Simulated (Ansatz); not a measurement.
Relaxed-ion elastic tensor of SrMg₂FeH₈ in space group P-3m1 (No. 164; Pearson symbol hP12) in GPa (Voigt order), PBEsol in the plane-wave PAW code Ansatz; density 3.00 g/cm³, 9.23 Å³ per atom.

```tsv
	1	2	3	4	5	6
1	136	25.5	23.5	2.5	0.0	0.0
2	25.5	136	23.5	-2.5	0.0	0.0
3	23.5	23.5	99.5	0.0	0.0	0.0
4	2.5	-2.5	0.0	42.3	0.0	0.0
5	0.0	0.0	0.0	0.0	42.3	2.5
6	0.0	0.0	0.0	0.0	2.5	55.2
```

Question: Is the crystal mechanically stable?

Answer: Yes: the smallest eigenvalue of C is 41.8 GPa.

Question: Work out the Voigt, Reuss and Hill averages.

Answer: K_V = 57.4, K_R = 56.1, K_H = 56.7; G_V = 47.9, G_R = 46.8, G_H = 47.4 GPa.

Question: Give Young's modulus, Poisson's ratio, Pugh's ratio and the universal anisotropy index.

Answer: E = 9KG/(3K + G) = 111 GPa; ν = 0.17; K/G = 1.20 (brittle by the Pugh limit of 1.75); A_U = 5G_V/G_R + K_V/K_R − 6 = 0.13.

Question: Estimate the sound speeds and the Debye temperature.

Answer: v_l = √((K + 4G/3)/ρ) = 6320 m/s, v_t = √(G/ρ) = 3970 m/s, mean 4370 m/s; Θ = (h/k)(3n/4πV)^(1/3) v_m = 621 K.

Question: Solve the Christoffel equation for the three sound speeds along x, y, z.

Answer: Eigenvalues of C_ijkl n_j n_l equal ρv². In km/s, slowest first: x 3.73, 4.31, 6.73; y 3.75, 4.29, 6.73; z 3.75, 3.75, 5.76.

Question: How much does each axis shrink under pressure?

Answer: Linear compressibilities β_i = Σ_j S_ij (j = 1 to 3): x 5.1, y 5.1, z 7.7 per TPa.

The workflow started from a Materials Project entry (that database holds measured and hypothetical structures alike); the Crystallography Open Database copy checked does not list it. Its standing as an ambient phase is unchecked. The cell was relaxed with PBEsol under the symmetry of its start; whether a distortion lowers the energy is not shown. The run is not spin-polarised.

Potentials: the later of the program's two PAW sets.
